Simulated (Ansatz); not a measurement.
Geometry optimisation in Ansatz: input, command and trajectory.

```yaml
crystal:
  lattice:
    - [2.9733541514, 0.0, 0.0]
    - [-1.4866770757, 2.5750002296, 0.0]
    - [0.0, 0.0, 11.5651283673]
  atoms:
    - { symbol: Re, position: [0.3333333333, 0.6666666667, 0.6275] }
    - { symbol: Re, position: [0.6666666667, 0.3333333333, 0.1275] }
    - { symbol: Re, position: [0.3333333333, 0.6666666667, 0.8725] }
    - { symbol: Re, position: [0.6666666667, 0.3333333333, 0.3725] }
    - { symbol: Au, position: [0.3333333333, 0.6666666667, 0.25] }
    - { symbol: Au, position: [0.6666666667, 0.3333333333, 0.75] }
basis:
  ecutwfc: 420
kpoints:
  mp_grid: { grid: [6, 6, 2] }
hamiltonian:
  xc: pbe
scf:
  occupations: { method: gaussian, width: 0.1 }
  lower_state_search: "off"
output:
  forces: true
  stress: true
  eigenvalues: true
relax:
  adjacent_minimum: "off"
  f_tol: 0.04
  max_steps: 70
  cell: { stress_tol: 0.4 }
```

```bash
ansatz run input.yaml --threads 1 --pin off --max-ram 2560MiB --backend cpu --events-out ev --progress --plain --runs-dir out
```

Theory: DFT PBE, scalar-relativistic, plane waves, PAW in Ansatz 0.2.0.

Of 14 frames 9 are shown, positions in Å and forces in eV/Å; the SCF threshold varies from step to step. Steps run on the plane waves of an earlier cell, with a Pulay correction in the pressure. The basis is chosen afresh for the last frame, the zero of the energies, and at times for earlier ones too; energy and pressure step there, also at an unchanged geometry. Here that happened at step 11 (-10 meV/atom, 1.0 GPa); the frames before carry an error of that size.

```xyz
6
Lattice="2.9734 0.0000 0.0000 -1.4867 2.5750 0.0000 0.0000 0.0000 11.5651" Properties=species:S:1:pos:R:3:forces:R:3 pbc="T T T" step=1 free_energy_over_end_meV_per_atom=4611.97 pressure_GPa=147.29
Re    0.0000    1.7167    7.2571    0.0000    0.0000  -19.2419
Re    1.4867    0.8583    1.4746    0.0000    0.0000  -19.2419
Re    0.0000    1.7167   10.0906    0.0000    0.0000   19.2419
Re    1.4867    0.8583    4.3080    0.0000    0.0000   19.2419
Au    0.0000    1.7167    2.8913    0.0000    0.0000    0.0000
Au    1.4867    0.8583    8.6738    0.0000    0.0000    0.0000
6
Lattice="3.0957 0.0000 0.0000 -1.5479 2.6810 0.0000 0.0000 0.0000 11.9910" Properties=species:S:1:pos:R:3:forces:R:3 pbc="T T T" step=2 free_energy_over_end_meV_per_atom=1939.73 pressure_GPa=28.50
Re    0.0000    1.7873    7.3262    0.0000    0.0000   -9.1930
Re    1.5479    0.8937    1.3307    0.0000    0.0000   -9.1930
Re    0.0000    1.7873   10.6604    0.0000    0.0000    9.1930
Re    1.5479    0.8937    4.6649    0.0000    0.0000    9.1930
Au    0.0000    1.7873    2.9978    0.0000    0.0000    0.0000
Au    1.5479    0.8937    8.9933    0.0000    0.0000    0.0000
6
Lattice="2.9509 0.0000 0.0000 -1.4755 2.5556 0.0000 0.0000 0.0000 12.3311" Properties=species:S:1:pos:R:3:forces:R:3 pbc="T T T" step=4 free_energy_over_end_meV_per_atom=231.76 pressure_GPa=10.06
Re    0.0000    1.7037    7.1148    0.0000    0.0000    0.3351
Re    1.4755    0.8519    0.9492    0.0000    0.0000    0.3351
Re    0.0000    1.7037   11.3818    0.0000    0.0000   -0.3351
Re    1.4755    0.8519    5.2163    0.0000    0.0000   -0.3351
Au    0.0000    1.7037    3.0828    0.0000    0.0000    0.0000
Au    1.4755    0.8519    9.2483    0.0000    0.0000    0.0000
6
Lattice="2.9038 0.0000 0.0000 -1.4519 2.5148 0.0000 0.0000 0.0000 12.9093" Properties=species:S:1:pos:R:3:forces:R:3 pbc="T T T" step=5 free_energy_over_end_meV_per_atom=90.49 pressure_GPa=2.13
Re    0.0000    1.6765    7.4402    0.0000    0.0000    0.0863
Re    1.4519    0.8383    0.9855    0.0000    0.0000    0.0863
Re    0.0000    1.6765   11.9238    0.0000    0.0000   -0.0863
Re    1.4519    0.8383    5.4692    0.0000    0.0000   -0.0863
Au    0.0000    1.6765    3.2273    0.0000    0.0000    0.0000
Au    1.4519    0.8383    9.6820    0.0000    0.0000    0.0000
6
Lattice="2.8132 0.0000 0.0000 -1.4066 2.4363 0.0000 0.0000 0.0000 13.7501" Properties=species:S:1:pos:R:3:forces:R:3 pbc="T T T" step=7 free_energy_over_end_meV_per_atom=12.29 pressure_GPa=0.07
Re    0.0000    1.6242    7.9054    0.0000    0.0000   -0.2713
Re    1.4066    0.8121    1.0303    0.0000    0.0000   -0.2713
Re    0.0000    1.6242   12.7199    0.0000    0.0000    0.2713
Re    1.4066    0.8121    5.8448    0.0000    0.0000    0.2713
Au    0.0000    1.6242    3.4375    0.0000    0.0000    0.0000
Au    1.4066    0.8121   10.3126    0.0000    0.0000    0.0000
6
Lattice="2.8249 0.0000 0.0000 -1.4124 2.4464 0.0000 0.0000 0.0000 13.7267" Properties=species:S:1:pos:R:3:forces:R:3 pbc="T T T" step=8 free_energy_over_end_meV_per_atom=11.45 pressure_GPa=-1.28
Re    0.0000    1.6310    7.8851    0.0000    0.0000    0.0033
Re    1.4124    0.8155    1.0218    0.0000    0.0000    0.0033
Re    0.0000    1.6310   12.7049    0.0000    0.0000   -0.0033
Re    1.4124    0.8155    5.8415    0.0000    0.0000   -0.0033
Au    0.0000    1.6310    3.4317    0.0000    0.0000    0.0000
Au    1.4124    0.8155   10.2950    0.0000    0.0000    0.0000
6
Lattice="2.8213 0.0000 0.0000 -1.4106 2.4433 0.0000 0.0000 0.0000 13.6975" Properties=species:S:1:pos:R:3:forces:R:3 pbc="T T T" step=10 free_energy_over_end_meV_per_atom=11.07 pressure_GPa=0.01
Re    0.0000    1.6289    7.8701    0.0000    0.0000    0.0054
Re    1.4106    0.8144    1.0214    0.0000    0.0000    0.0054
Re    0.0000    1.6289   12.6761    0.0000    0.0000   -0.0054
Re    1.4106    0.8144    5.8274    0.0000    0.0000   -0.0054
Au    0.0000    1.6289    3.4244    0.0000    0.0000    0.0000
Au    1.4106    0.8144   10.2731    0.0000    0.0000    0.0000
6
Lattice="2.8213 0.0000 0.0000 -1.4106 2.4433 0.0000 0.0000 0.0000 13.6975" Properties=species:S:1:pos:R:3:forces:R:3 pbc="T T T" step=11 free_energy_over_end_meV_per_atom=1.15 pressure_GPa=1.02
Re    0.0000    1.6289    7.8701    0.0000    0.0000   -0.0109
Re    1.4106    0.8144    1.0214    0.0000    0.0000   -0.0109
Re    0.0000    1.6289   12.6761    0.0000    0.0000    0.0109
Re    1.4106    0.8144    5.8274    0.0000    0.0000    0.0109
Au    0.0000    1.6289    3.4244    0.0000    0.0000    0.0000
Au    1.4106    0.8144   10.2731    0.0000    0.0000    0.0000
6
Lattice="2.8171 0.0000 0.0000 -1.4085 2.4397 0.0000 0.0000 0.0000 13.8142" Properties=species:S:1:pos:R:3:forces:R:3 pbc="T T T" step=14 free_energy_over_end_meV_per_atom=0.00 pressure_GPa=-0.07
Re    0.0000    1.6264    7.9310    0.0000    0.0000   -0.0031
Re    1.4085    0.8132    1.0239    0.0000    0.0000   -0.0031
Re    0.0000    1.6264   12.7904    0.0000    0.0000    0.0031
Re    1.4085    0.8132    5.8833    0.0000    0.0000    0.0031
Au    0.0000    1.6264    3.4536    0.0000    0.0000    0.0000
Au    1.4085    0.8132   10.3607    0.0000    0.0000    0.0000
```

The start puts this composition into another compound's structure type, which needn't suit it. At the end the space group is P6_3/mmc (tolerance 0.05 Å).

It took 68 s on 1 thread of Arm Neoverse V1, with other jobs on the host, peak memory 0.4 GiB.

The k mesh is coarse. Spin–orbit coupling is left out, which can shift energies with elements as heavy as these.